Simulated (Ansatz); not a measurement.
**MgSe: from a starting cell to a relaxed one**

The start is a generated cell, MgSe placed in the 4H structure type. A full variable-cell relaxation at zero pressure is run with r2SCAN (plane waves to 500 eV, PAW, scalar-relativistic; Ansatz, a first-principles code).

Ansatz input:
Ansatz 0.2 input:
```yaml
crystal:
  lattice:
    - [4.2035306, 0, 0]
    - [-2.1017653, 3.6403643, 0]
    - [0, 0, 13.761282]
  atoms:
    - { symbol: Mg, position: [0, 0, 0] }
    - { symbol: Mg, position: [0, 0, 0.5] }
    - { symbol: Mg, position: [0.66666667, 0.33333333, 0.75018] }
    - { symbol: Mg, position: [0.33333333, 0.66666667, 0.25018] }
    - { symbol: Se, position: [0, 0, 0.81216] }
    - { symbol: Se, position: [0, 0, 0.31216] }
    - { symbol: Se, position: [0.66666667, 0.33333333, 0.56329] }
    - { symbol: Se, position: [0.33333333, 0.66666667, 0.06329] }
basis: { ecutwfc: 500, ecutrho_ratio: 4, xc_grid: 4, fft_grid_basis: typed }
kpoints: { mp_grid: { grid: [9, 9, 3] } }
hamiltonian:
  xc: r2scan
  dispersion: none
  pseudopotentials: { kind: paw }
scf: { occupations: { method: fermi_dirac, width: 0.05 } }
relax: { f_tol: 0.01, max_steps: 100, cell: { stress_tol: 0.02 } }
output: { forces: true, stress: true }
```

Problem. What pressure does the first self-consistent step give?

Solution. 0.0 GPa.

Problem. What is the largest force in the starting geometry, and on which atom (counted from 1)?

Solution. 0.10 eV/Å, on Se7, Se8 (atoms numbered as listed).

Problem. How much energy is released per atom?

Solution. Under 1 meV/atom.

Problem. What band gap does the relaxed structure have at this level?

Solution. 3.34 eV, direct at Γ (no spin-orbit coupling).

The space group stays P6₃mc (No. 186) (the run could not lower it); the end is AFLOW prototype AB_hP8_186_ab_ab (B5, as in SiC), with 8 atoms in the primitive cell. No spin polarisation in the result.

The run could not lose the symmetry of its start; a randomly shaken copy of 8 atoms returns to this structure.

The first start was generated by placing the elements on the sites of a structure type. Materials Project lists a structure of MgSe in the same space group, P6₃mc (No. 186); the sites were not compared with it, nor with measured phases. Known forms of MgSe include space group No. 225.
